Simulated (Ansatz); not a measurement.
**Question.** Name crystals whose computed values (the program Ansatz at the PBEsol level (PAW)) fall in these windows: electron conductivity mass (mₑ) 1.0 to 1.5; ε∞ 9.0 to 12; G_Hill (GPa) 7.0 to 8.7.

**Answer.** 

```tsv
crystal	electron conductivity mass (mₑ)	ε∞	G_Hill (GPa)
Tl3VSe4, I-43m (V on 2a, Tl on 6b, Se on 8c)	1.3	10.1	7.9
```
Others may fit too.

Standing as an ambient phase not checked: Tl3VSe4, I-43m (V on 2a, Tl on 6b, Se on 8c). The cell was relaxed under the symmetry of its start. Rows with no word on spin ran without spin polarisation. Spin–orbit coupling is left out wherever it is not named.

Potentials: the later of the program's two PAW sets.
